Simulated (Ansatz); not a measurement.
Space group P6_3mc (No. 186). a = 3.847 Å, b = 3.847 Å, c = 18.873 Å, α = 90.00°, β = 90.00°, γ = 120.00°
| atom | site | symmetry | x | y | z |
| --- | --- | --- | --- | --- | --- |
| Zn | 2a | 3m. | 0.0000 | 0.0000 | 0.0000 |
| Zn | 2b | 3m. | 0.3333 | 0.6667 | 0.1668 |
| Zn | 2b | 3m. | 0.6667 | 0.3333 | 0.3333 |
| S | 2a | 3m. | 0.0000 | 0.0000 | 0.1251 |
| S | 2b | 3m. | 0.3333 | 0.6667 | 0.2916 |
| S | 2b | 3m. | 0.6667 | 0.3333 | 0.4582 |

Equation of state of this ZnS structure (not necessarily the ground state), with shape and atoms relaxed at each volume where symmetry leaves them free. Theory: DFT PBE, scalar-relativistic, plane waves, PAW in Ansatz.

Cutoff 420 eV; k points 12×12×2 on the computed 12-atom cell (Γ-centred); Gaussian smearing, width 0.02 eV; no spin polarisation.

```
V (Å³/atom) E − E(largest V) (meV/atom) P (GPa) gap on mesh (eV)
     17.739                        43.64    11.84              2.60
     18.344                         6.17     8.12              2.45
     18.948                       -18.38     4.98              2.31
     19.553                       -31.99     2.31              2.17
     20.158                       -36.30     0.04              2.04
     20.763                       -32.71    -1.89              1.91
     21.367                       -22.42    -3.52              1.79
     22.174                         0.00    -5.32              1.64
```

Problem. Fit a third-order Birch–Murnaghan equation to E(V).

Solution. V0 = 20.17 Å³/atom, B0 = 69 GPa, B0' = 4.4.

Cost: 8 runs of about 34 core-minutes in all, on Intel Xeon Processor @ 2.50GHz (Skylake/Cascade Lake) (shared hosts).